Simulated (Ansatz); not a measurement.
Theory: DFT PBE, scalar-relativistic, plane waves, PAW (Ansatz 0.2.0). Settings: cutoff 420 eV, Γ-centred meshes spaced at most about 0.3 Å⁻¹, and about 0.25 Å⁻¹ or finer for metals (2π included), Gaussian smearing. No spin polarisation in the final relaxations.

Temperature and zero-point effects are left out.

Two relaxed structures of Ge₅F:

1. Space group P6/mmm (No. 191), hexagonal, a = 4.662 Å, c = 5.524 Å. Ge on a site of symmetry 3m is surrounded by 4 Ge at 2.62–2.69 Å, 1 Ge at 2.90 Å, 3 F at 2.99 Å and 3 Ge at 3.06 Å; around Ge on a site of symmetry 6/mmm lie 2 F at 2.76 Å and 12 Ge at 3.06 Å; F is surrounded by 2 Ge at 2.76 Å and 12 Ge at 2.99 Å (long contacts).

2. Space group F-43m (No. 216), cubic, a = 7.696 Å. Ge on a site of symmetry -43m has 12 Ge at 3.19 Å and 4 F at 3.33 Å; Ge on a site of symmetry 3m is surrounded by 6 Ge at 2.71–2.73 Å, 3 F at 3.19 Å and 3 Ge at 3.19 Å; around F lie 16 Ge at 3.19–3.33 Å (long contacts).

**Question.** Which would you expect to be lower, and how large is the difference?

**Answer.** Cell 1 is lower, by 195 meV/atom. Cell 1 has space group P6/mmm (No. 191), 17.3 Å³/atom and no gap on its mesh; cell 2 has space group F-43m (No. 216), 19.0 Å³/atom and no gap. Counting Ge atoms around F (those within 1.25 times the shortest such distance or 1.15 times the sum of covalent radii; the shortest distance is added where it is long for a bond), cell 1 has F 14 from 2.8 Å and cell 2 has F 16 from 3.2 Å. Cell 1 holds Ge–Ge nets (shortest 2.62 Å); in cell 2 the shortest Ge–Ge distance is 2.71 Å, near bonding range too. The denser one is the lower, and pressure would at first widen the difference. Both come from invented guesses.

A magnetic state wasn't ruled out in cells without spin, among them F-43m. Cells relaxed within their symmetry can be saddle points.
